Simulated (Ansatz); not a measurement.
This run works on a proposed trial structure, not on a known crystal.

Input and command of a plane-wave DFT calculation in Ansatz:

```yaml
crystal:
  lattice:
    - [3.7355625272, 0.0, 0.0]
    - [-1.8677812636, 3.235092046, 0.0]
    - [0.0, 0.0, 18.6163787383]
  atoms:
    - { symbol: La, position: [0.6666666667, 0.3333333333, 0.41935347] }
    - { symbol: La, position: [0.3333333333, 0.6666666667, 0.58064653] }
    - { symbol: La, position: [0.3333333333, 0.6666666667, 0.0749260529] }
    - { symbol: La, position: [0.6666666667, 0.3333333333, 0.9250739471] }
    - { symbol: La, position: [0.0, 0.0, 0.738044367] }
    - { symbol: La, position: [0.0, 0.0, 0.261955633] }
    - { symbol: "N", position: [0.0, 0.0, 0.0] }
basis:
  ecutwfc: 420
kpoints:
  mp_grid: { grid: [12, 12, 2] }
hamiltonian:
  xc: pbe
scf:
  occupations: { method: gaussian, width: 0.1 }
output:
  forces: true
  stress: true
  eigenvalues: true
relax:
  adjacent_minimum: "off"
  f_tol: 0.01
  max_steps: 80
  cell: { stress_tol: 0.05 }
```

```bash
ansatz run input.yaml --threads 1 --pin off --max-ram 2560MiB --backend cpu --events-out ev --progress --plain --runs-dir out
```

Processor: Intel(R) Xeon(R) Processor @ 2.50GHz (Skylake/Cascade Lake), 1 thread, on a host shared with other jobs.

Estimate time, memory and problem size.

About 6.7 min, peak memory 0.64 GiB. It solves 43 bands at 38 k points (after reduction by symmetry) with about 4455 plane waves (on the last cell), in 62 SCF iterations over 7 ionic steps.
